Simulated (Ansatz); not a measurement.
# GaN (P6_3mc), stationary points along a deformation path

Method: DFT r2SCAN, scalar-relativistic, plane waves, PAW (Ansatz 0.2.0). Cutoff 500 eV, Γ-centred 12×12×6 k-points, Gaussian smearing of 0.05 eV. No spin polarisation. Energies are free energies at this smearing, counted from the undisturbed cell; pressure is positive in compression.

Reference structure (as given, not relaxed at this level; it stands at 1.1 GPa):

```yaml
crystal:
  lattice:
    - [3.18000, 0.00000, 0.00000]
    - [-1.59000, 2.75396, 0.00000]
    - [0.00000, 0.00000, 5.16600]
  atoms:
    - { symbol: Ga, position: [0.33333, 0.66667, 0.00000] }
    - { symbol: Ga, position: [0.66667, 0.33333, 0.50000] }
    - { symbol: N, position: [0.33333, 0.66667, 0.37500] }
    - { symbol: N, position: [0.66667, 0.33333, 0.87500] }
```

At fixed volume and fractional coordinates, lengths along (0.000, 0.000, 1.000) are scaled against those across it; ρ is that ratio over its starting value. V = 11.310 Å³/atom. Δσ is the stress along the axis less the mean stress across it (compression positive).

| ρ | ΔE (meV/atom) | Δσ (GPa) | space group |
| --- | --- | --- | --- |
| 0.800 | 571.2 | 113.00 | P6_3mc |
| 0.850 | 297.6 | 79.18 | P6_3mc |
| 0.920 | 78.9 | 39.07 | P6_3mc |
| 0.960 | 20.5 | 19.50 | P6_3mc |
| 1.000 | 0.0 | 2.04 | P6_3mc |
| 1.050 | 17.8 | -17.23 | P6_3mc |
| 1.100 | 74.2 | -34.09 | P6_3mc |
| 1.200 | 272.5 | -62.03 | P6_3mc |
| 1.300 | 548.5 | -83.73 | P6_3mc |

Task: How does the stress give the slope of the energy, and where is the energy stationary?

Result: Along the path d ln(length) is 2/3 d ln ρ on the axis and −1/3 d ln ρ across it, so dE/d ln ρ = −(2/3) V Δσ: the energy falls with ρ where Δσ is positive. Δσ vanishes or changes sign between ρ = 1.000 and 1.050, a minimum (near 1.01 by linear interpolation). Pairs of stationary points between two samples would go unseen, and could change a minimum read from distant neighbours into a maximum.

Task: Integrate that slope from ρ = 1 to 1.200 by the trapezoid rule.

Result: With V/N in Å³ and 1 eV/Å³ = 160.2 GPa the slopes at ρ = 1.000, 1.050, 1.100, 1.200 are -96, 811, 1604, 2919 meV/atom per unit of ln ρ. The steps add 17.4 + 56.2 + 196.8 = 270.4 meV/atom, against 272.5 from the energies; the trapezoid rule misses the curvature of the slope within each step.

Forces appear on the atoms along this scan, and letting them relax would lower the energy and soften the response. The gap closes along the scan, which can put kinks into the curve.

Cost: 9 runs of about 1.7 core-minutes in all, on Intel Xeon Platinum 8488C (Sapphire Rapids) (shared hosts).